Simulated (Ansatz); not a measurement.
A geometry of AlAu away from equilibrium: step 26 of the relaxation of a relaxed AlAu cell, doubled along one cell vector, shaken by Gaussian noise of σ = 0.08 Å a coordinate. These are PBE (plane waves to 420 eV, PAW, scalar-relativistic; Ansatz, a quantum-chemistry and plane-wave program) values and carry that method's errors. Γ-centred k-mesh 8×4×11 on the run's cell (coarser than for final values), Fermi–Dirac smearing 0.05 eV. The plane waves were selected for a different cell earlier on the path.

```xyz
12
Lattice="-2.8289 1.8706 6.2631 3.3679 -5.1916 12.2544 2.5332 2.3001 -6.4978" Properties=species:S:1:pos:R:3 pbc="T T T"
Al    -0.2614     2.0543     0.1443
Al     1.4225    -0.5402     6.2720
Al     2.0750    -0.1497     0.0144
Al     3.7579    -2.7453     6.1415
Al     0.5001    -0.1479     2.3642
Al     2.1851    -2.7473     8.4909
Au    -1.3596    -0.8479    10.9826
Au     0.3241    -3.4445    17.1096
Au    -0.9181    -0.4136     4.5573
Au     0.7654    -3.0086    10.6838
Au    -0.5629    -0.2360     8.0879
Au     1.1208    -2.8325    14.2153
```

Question: What forces act on the atoms (eV/Å)?

Answer: 
```csv
atom,Fx,Fy,Fz
Al1,0.03,0.06,-0.04
Al2,0.03,0.05,-0.05
Al3,-0.08,0.00,-0.03
Al4,-0.07,0.00,-0.03
Al5,-0.07,0.09,0.33
Al6,-0.08,0.10,0.34
Au7,-0.05,-0.03,-0.04
Au8,-0.04,-0.03,-0.04
Au9,0.07,0.04,-0.22
Au10,0.08,0.04,-0.21
Au11,0.09,-0.14,-0.01
Au12,0.10,-0.15,-0.01
```

The path ends in P1 (No. 1). No spin polarisation in the result.

The end of the path is a generated cell of AlAu: the first start was made by a random draw of sites in a space group, and the end was not matched to a known phase here, so it may be hypothetical.
